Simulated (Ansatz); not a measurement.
ZrPbO3:
Space group Pm-3m (No. 221); a = b = c = 4.160 Å, α = β = γ = 90.00°

```csv
atom,site,symmetry,x,y,z
Zr,1a,m-3m,0.0000,0.0000,0.0000
Pb,1b,m-3m,0.5000,0.5000,0.5000
O,3d,4/mm.m,0.0000,0.0000,0.5000
```

Relaxed with r²SCAN.

Question: Tabulate the valence density and the electron localisation function along the shortest Zr–O contact (2.08 Å), DFT-r²SCAN in the program Ansatz with PAW potentials.

Answer: 

| distance from Zr (Å) | density (e/Å³) | ELF |
|---|---|---|
| 0.21 | 3.45 | 0.20 |
| 0.31 | 4.01 | 0.46 |
| 0.42 | 4.13 | 0.69 |
| 0.52 | 3.70 | 0.79 |
| 0.62 | 2.91 | 0.81 |
| 0.73 | 2.06 | 0.75 |
| 0.83 | 1.35 | 0.56 |
| 0.94 | 0.90 | 0.32 |
| 1.04 | 0.70 | 0.20 |
| 1.14 | 0.70 | 0.28 |
| 1.25 | 0.89 | 0.53 |
| 1.35 | 1.26 | 0.75 |
| 1.46 | 1.93 | 0.83 |
| 1.56 | 3.02 | 0.83 |
| 1.66 | 4.44 | 0.78 |
| 1.77 | 5.86 | 0.65 |
| 1.87 | 6.91 | 0.46 |

The density is the valence pseudo-density with augmentation charge, so density and ELF within about 1 Å of a nucleus are not all-electron values.

The workflow started from a Materials Project entry (that database holds measured and hypothetical structures alike); the Crystallography Open Database copy checked does not list it. COD files the formula under space group No. 38, 55. Its standing as an ambient phase is unchecked. The cell was relaxed with r²SCAN under the symmetry of its start; whether a distortion lowers the energy is not shown. No spin polarisation was allowed. Scalar-relativistic: spin–orbit coupling is off unless named, which matters more the heavier the elements.

Potentials: the later of the program's two PAW sets.
